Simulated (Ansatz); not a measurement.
BaSrTi₂O₆:
```
CELL_PARAMETERS angstrom
      0.00000     3.95243     3.95243
      3.95243     0.00000     3.95243
      3.95243     3.95243     0.00000
ATOMIC_POSITIONS crystal
  Sr 0.00000 0.00000 0.00000
  Ti 0.25000 0.25000 0.25000
  O  0.00000 0.00000 0.50000
  O  0.00000 0.50000 0.00000
  O  0.50000 0.00000 0.00000
  Ba 0.50000 0.50000 0.50000
  Ti 0.75000 0.75000 0.75000
  O  0.50000 0.50000 0.00000
  O  0.50000 0.00000 0.50000
  O  0.00000 0.50000 0.50000
```

Relaxed with r²SCAN.

Problem. Give the Bader charges and basin volumes of the independent atoms, r²SCAN (plane waves, PAW; program Ansatz).

Solution. 

```
atom  Bader charge (e)  Bader volume (Å³)
----  ----------------  -----------------
Sr1              +1.64               15.9
Ti2              +2.33                6.8
O3               -1.31               12.4
Ba6              +1.57               19.7
```

Space group Fm-3m. The start of the workflow was typed in or built on a structure type; neither database checked (COD, Materials Project) lists it. Its standing as an ambient phase is unchecked. Symmetry was held in the r²SCAN relaxation; its stability against distortions is not shown here. The workflow began spin-polarised and lost its moments. Spin–orbit coupling is left out wherever it is not named.

Potentials: the later of the program's two PAW sets.
